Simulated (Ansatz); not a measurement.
TlF (rock salt, Fm-3m), r²SCAN+D4 in the plane-wave PAW code Ansatz. The conduction-band minimum lies at L, with 4 equivalent valleys. Second derivatives d²E/dk² of the lowest band at one valley (eV·Å²), along Cartesian directions:

```json
[
 {"direction": "[100]", "d²E/dk²": "24.12"},
 {"direction": "[010]", "d²E/dk²": "24.12"},
 {"direction": "[001]", "d²E/dk²": "24.12"},
 {"direction": "[110]", "d²E/dk²": "33.50"},
 {"direction": "[101]", "d²E/dk²": "14.75"},
 {"direction": "[011]", "d²E/dk²": "14.75"}
]
```

Problem. Find the principal effective masses, the density-of-states mass and the conductivity mass.

Solution. Off-diagonal terms follow from H_xy = H[110] − (H_xx + H_yy)/2, and m*/mₑ = 7.620 eV·Å² over each eigenvalue: 0.18, 0.52, 0.52. One valley's DOS mass (m₁m₂m₃)^(1/3) = 0.36, conductivity mass 3/(Σ 1/mᵢ) = 0.32 mₑ.

Problem. What effective density of states Nc follows at 300 K for parabolic valleys?

Solution. Nc = 2.509e19 × 4 × (0.36)^(3/2) ≈ 2.2e19 cm⁻³.

The workflow started from an entry of the Crystallography Open Database (COD); the relaxed space group is not among those it files for this formula. COD files the formula under space group No. 28, 57, 69, 129, 139, so this cell is another polymorph or a model. Whether it is the stable phase at ambient conditions was not checked. The r²SCAN+D4 relaxation kept the symmetry of its start; its stability against distortions is not shown here. Scalar-relativistic: spin–orbit coupling is off unless named, which matters more the heavier the elements.

Potentials: the later of the program's two PAW sets.

Edges and masses are those of Kohn–Sham bands, whose gap is no quasiparticle gap.
